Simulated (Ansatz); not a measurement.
Computed with DFT PBE, scalar-relativistic, plane waves, PAW (Ansatz). Settings: cutoff 420 eV, Γ-centred meshes spaced at most about 0.3 Å⁻¹, and about 0.25 Å⁻¹ or finer for metals (2π included), Gaussian smearing. Collinear spin in cells that started with moments and kept them past the coarse steps, no spin elsewhere.

Each of these unrelaxed guesses is relaxed in cell and atoms within its symmetry. A guess keeps its type if space group and coordination stay and the shape of the cell changes little (axis ratios within about 15 %, angles within 6°); the volume may change.

1. Cd3Te2Se

```
Cd Te Se
1.0
    -2.15309    2.15309    9.13477
     2.15309   -2.15309    9.13477
     2.15309    2.15309   -9.13477
Cd Te Se
3 2 1
Direct
  0.83333 0.83333 0.00000
  0.50000 0.50000 0.00000
  0.16667 0.16667 0.00000
  0.41667 0.91667 0.50000
  0.08333 0.58333 0.50000
  0.75000 0.25000 0.50000
```

2. Ga4TeO

```
Ga Te O
1.0
     3.59638    0.00000    0.00000
    -1.79819    3.11456    0.00000
     0.00000    0.00000    9.26496
Ga Te O
4 1 1
Direct
  0.00000 0.00000 0.70717
  0.66667 0.33333 0.79860
  0.66667 0.33333 0.20140
  0.00000 0.00000 0.29283
  0.00000 0.00000 0.00000
  0.66667 0.33333 0.50000
```

3. Sc2GaS

```
Sc Ga S
1.0
     4.63386    0.00000    0.00000
    -2.31693    4.01304    0.00000
     0.00000    0.00000    4.82529
Sc Ga S
2 1 1
Direct
  0.33333 0.66667 0.00000
  0.66667 0.33333 0.00000
  0.00000 0.00000 0.00000
  0.00000 0.00000 0.50000
```

4. NaEuC4 (collinear spin from parallel moments)

```
Na Eu C
1.0
     3.66306    0.00000    0.00000
     0.00000    3.66306    0.00000
     0.00000    0.00000    6.16932
Na Eu C
1 1 4
Direct
  0.50000 0.50000 0.50000
  0.00000 0.00000 0.00000
  0.00000 0.00000 0.60384
  0.50000 0.50000 0.10520
  0.50000 0.50000 0.89480
  0.00000 0.00000 0.39616
```

Question: Which guesses survive the relaxation?

Answer: Guesses 1, 3 and 4 keep their type.

```tsv
guess	kept	start group	end group	V start (Å³/atom)	V end	b/a and c/a, end over start	nearest neighbours start	nearest neighbours end
1	yes	I-4m2	I-4m2	28.2	33.9	1.00, 1.00	Cd 4, Se 4, Te 4	Cd 4, Se 4, Te 4
2	no	P-6m2	P-6m2	17.3	19.6	1.00, 1.74	Ga 3, O 8, Te 8	Ga 3/12, O 6, Te 12
3	yes	P6/mmm	P6/mmm	22.4	26.9	1.00, 0.97	Ga 8, S 2, Sc 6	Ga 8, S 2, Sc 6
4	yes	P4/mmm	P4/mmm	13.8	16.5	1.00, 0.95	C 1, Eu 10, Na 10	C 1, Eu 10, Na 10
```

Neighbours count within 15 % of an atom's shortest distance; end groups are read at 0.02 Å (0.05 Å in metals).

These runs have no spin–orbit coupling, which can matter for Te. In Sc2GaS P6/mmm an odd number of electrons in the primitive cell allows no gap without spin; a larger cell or a magnetic state could open one. The 4f shell of Eu is treated without a Hubbard U, which places its levels poorly. Another magnetic order may lie lower. Cells relaxed within their symmetry can be saddle points.

In counts of neighbours, a slash parts the counts of unlike sites.
